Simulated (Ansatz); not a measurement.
## LaHg$_{2}$ squeezed and stretched

A database entry relaxed whole under r2SCAN (P6/mmm):

```
CELL_PARAMETERS angstrom
5.03332 0.00000 0.00000
-2.51666 4.35899 0.00000
0.00000 0.00000 3.61722
ATOMIC_POSITIONS crystal
La 0.00000 0.00000 0.00000
Hg 0.33333 0.66667 0.50000
Hg 0.66667 0.33333 0.50000
```

The cell was scaled uniformly, its shape held, and the atoms relaxed at each volume with plane-wave PAW DFT (Ansatz 0.2.0; r2SCAN, 500 eV, 8×8×9 Γ-centred mesh, fermi-dirac occupations of width 0.100 eV; no spin, no spin-orbit coupling). One row is withheld.

| volume (Å³/atom) | energy over the lowest (meV/atom) | pressure (GPa) |
| --- | --- | --- |
| 24.867 | 21.4 | 4.64 |
| 25.396 | 9.1 | 2.92 |
| 25.925 | 2.2 | 1.39 |
| 26.454 | 0.0 | 0.04 |
| 26.983 | 2.0 | -1.15 |
| 27.512 | ? | ? |
| 28.041 | 16.7 | -3.13 |

Q: Fit the pressures of the other rows to the third-order Birch-Murnaghan form.

A: With f = [(V₀/V)^(2/3) − 1]/2 and P = 3B₀f(1 + 2f)^(5/2)[1 + 3(B₀′ − 4)f/2], least squares gives V₀ = 26.47 Å³ an atom, B₀ = 63.1 GPa and B₀′ = 5.2; the rows miss the fit by less than 0.01 GPa. The slope of the energies differs from these pressures by 0.05 GPa, since they are taken to zero smearing while pressures follow the free energy.

Q: What does the withheld row hold?

A: The fit gives -2.20 GPa at 27.512 Å³; the run gave -2.20 GPa and 7.7 meV an atom.

Caveats: the shape of the cell was held, so B₀ is an upper bound where the axes differ in stiffness; 0 K, fixed nuclei; the symmetry was kept, and this need not be the phase that is stable at 0 K; one mesh for all volumes; pressure is positive in compression.
